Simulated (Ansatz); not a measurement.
HgS:
```cif
data_Hg3S3
_chemical_formula_sum 'Hg3 S3'
_space_group_name_H-M_alt 'P 1'
_space_group_IT_number 1
_cell_length_a 4.16168
_cell_length_b 4.16168
_cell_length_c 9.50325
_cell_angle_alpha 90.000
_cell_angle_beta 90.000
_cell_angle_gamma 120.000
loop_
_space_group_symop_operation_xyz
  'x, y, z'
loop_
_atom_site_label
_atom_site_type_symbol
_atom_site_fract_x
_atom_site_fract_y
_atom_site_fract_z
_atom_site_occupancy
Hg1 Hg 0.71347 0.00000 0.66667 1
Hg2 Hg 0.00000 0.71347 0.33333 1
Hg3 Hg 0.28653 0.28653 0.00000 1
S1 S 0.49873 0.00000 0.16667 1
S2 S 0.00000 0.49873 0.83333 1
S3 S 0.50127 0.50127 0.50000 1
```

Relaxed with PBE+D3(BJ).

### Question
Which orbitals make up the states near the band edges in DFT-PBE+D3(BJ) in the program Ansatz with PAW potentials?

### Answer
Top 1 eV of the valence band: S 3p 84 %, Hg 5d 9 %. Bottom 1 eV of the conduction band: S 3p 42 %, Hg 6s 35 %, S 3s 6 %, Hg 5d 5 %, outside the projected shells 12 %. Projections are on Löwdin-orthogonalised atomic valence shells; empty p or d shells of many metals are not among them.

### Question
Tabulate the density of states.

### Answer
States/eV per cell of 6 atoms, in 0.25 eV bins, energy from the valence-band maximum.

| E (eV) | total | Hg 5d | S 3p | Hg 6s |
|---|---|---|---|---|
| -7.85 | 0.00 | 0.00 | 0.00 | 0.00 |
| -7.60 | 2.48 | 1.74 | 0.57 | 0.14 |
| -7.35 | 4.83 | 3.40 | 1.07 | 0.21 |
| -7.10 | 2.92 | 2.05 | 0.62 | 0.08 |
| -6.85 | 5.91 | 4.42 | 1.06 | 0.13 |
| -6.60 | 16.68 | 14.21 | 1.92 | 0.24 |
| -6.35 | 18.56 | 16.82 | 1.38 | 0.15 |
| -6.10 | 23.20 | 22.20 | 0.72 | 0.12 |
| -5.85 | 39.62 | 38.90 | 0.41 | 0.08 |
| -5.60 | 4.64 | 4.08 | 0.19 | 0.05 |
| -5.35 | 1.16 | 0.95 | 0.06 | 0.02 |
| -5.10 | 0.00 | 0.00 | 0.00 | 0.00 |
| -4.85 | 0.00 | 0.00 | 0.00 | 0.00 |
| -4.60 | 0.32 | 0.10 | 0.10 | 0.11 |
| -4.35 | 3.19 | 0.80 | 1.14 | 1.16 |
| -4.10 | 8.46 | 1.93 | 3.18 | 3.08 |
| -3.85 | 4.00 | 0.76 | 1.56 | 1.46 |
| -3.60 | 5.20 | 0.66 | 2.70 | 1.54 |
| -3.35 | 1.53 | 0.15 | 0.80 | 0.41 |
| -3.10 | 1.86 | 0.14 | 1.24 | 0.33 |
| -2.85 | 2.81 | 0.21 | 2.14 | 0.29 |
| -2.60 | 2.90 | 0.19 | 2.36 | 0.19 |
| -2.35 | 3.18 | 0.19 | 2.63 | 0.19 |
| -2.10 | 3.87 | 0.25 | 3.28 | 0.15 |
| -1.85 | 5.27 | 0.31 | 4.52 | 0.19 |
| -1.60 | 4.75 | 0.30 | 4.07 | 0.15 |
| -1.35 | 4.50 | 0.33 | 3.81 | 0.15 |
| -1.10 | 5.06 | 0.40 | 4.28 | 0.15 |
| -0.85 | 4.14 | 0.34 | 3.51 | 0.12 |
| -0.60 | 6.05 | 0.53 | 5.01 | 0.28 |
| -0.35 | 3.33 | 0.30 | 2.82 | 0.11 |
| -0.10 | 1.59 | 0.16 | 1.37 | 0.04 |
| 0.15 | 0.00 | 0.00 | 0.00 | 0.00 |
| 0.40 | 0.00 | 0.00 | 0.00 | 0.00 |
| 0.65 | 0.00 | 0.00 | 0.00 | 0.00 |
| 0.90 | 0.00 | 0.00 | 0.00 | 0.00 |
| 1.15 | 0.00 | 0.00 | 0.00 | 0.00 |
| 1.40 | 0.11 | 0.01 | 0.05 | 0.03 |
| 1.65 | 0.24 | 0.02 | 0.10 | 0.08 |
| 1.90 | 1.22 | 0.07 | 0.52 | 0.41 |
| 2.15 | 2.69 | 0.13 | 1.12 | 0.96 |
| 2.40 | 4.03 | 0.15 | 1.65 | 1.46 |
| 2.65 | 3.10 | 0.10 | 1.21 | 1.13 |
| 2.90 | 3.88 | 0.13 | 1.55 | 1.49 |
| 3.15 | 1.48 | 0.05 | 0.57 | 0.54 |
| 3.40 | 5.46 | 0.14 | 1.86 | 1.78 |
| 3.65 | 2.38 | 0.05 | 0.68 | 0.64 |
| 3.90 | 1.64 | 0.02 | 0.23 | 0.22 |
| 4.15 | 2.17 | 0.02 | 0.22 | 0.17 |
| 4.40 | 2.53 | 0.02 | 0.23 | 0.15 |
| 4.65 | 0.81 | 0.01 | 0.07 | 0.05 |
| 4.90 | 0.82 | 0.00 | 0.05 | 0.03 |
| 5.15 | 3.62 | 0.01 | 0.15 | 0.07 |
| 5.40 | 4.17 | 0.01 | 0.20 | 0.12 |
| 5.65 | 4.06 | 0.01 | 0.15 | 0.10 |
| 5.90 | 3.74 | 0.02 | 0.18 | 0.13 |
| 6.15 | 4.12 | 0.02 | 0.20 | 0.14 |

Space group P3_221. The PBE+D3(BJ) relaxation kept the symmetry of its start; of distortions, only those at the zone centre were tested. Scalar-relativistic: spin–orbit coupling is off unless named, which matters more the heavier the elements.

Potentials: the later of the program's two PAW sets.
